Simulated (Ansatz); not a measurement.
Data:

AlNi:
```cif
data_AlNi
_chemical_formula_sum 'Al1 Ni1'
_space_group_name_H-M_alt 'Pm-3m'
_space_group_IT_number 221
_space_group_name_Hall '-P 4 2 3'
_cell_length_a 2.89321
_cell_length_b 2.89321
_cell_length_c 2.89321
_cell_angle_alpha 90.000
_cell_angle_beta 90.000
_cell_angle_gamma 90.000
loop_
_atom_site_label
_atom_site_type_symbol
_atom_site_symmetry_multiplicity
_atom_site_Wyckoff_symbol
_atom_site_fract_x
_atom_site_fract_y
_atom_site_fract_z
_atom_site_occupancy
Al1 Al 1 a 0.00000 0.00000 0.00000 1
Ni1 Ni 1 b 0.50000 0.50000 0.50000 1
```

This is the PBE-relaxed structure.

Q: All from plane-wave PAW PBE (Ansatz code), unless another level is named. Estimate the Debye temperature from the elastic constants.

A: 506 K.

Q: Next, the zero-point energy?

A: 41.6 meV/atom.

The cell was relaxed with PBE under the symmetry of its start; phonons on a q-mesh show no instability. The workflow began spin-polarised and lost its moments. As this level gives no gap, shear constants depend on the k-mesh and smearing (Fermi–Dirac, 0.1 eV here).

Potentials: the later of the program's two PAW sets.
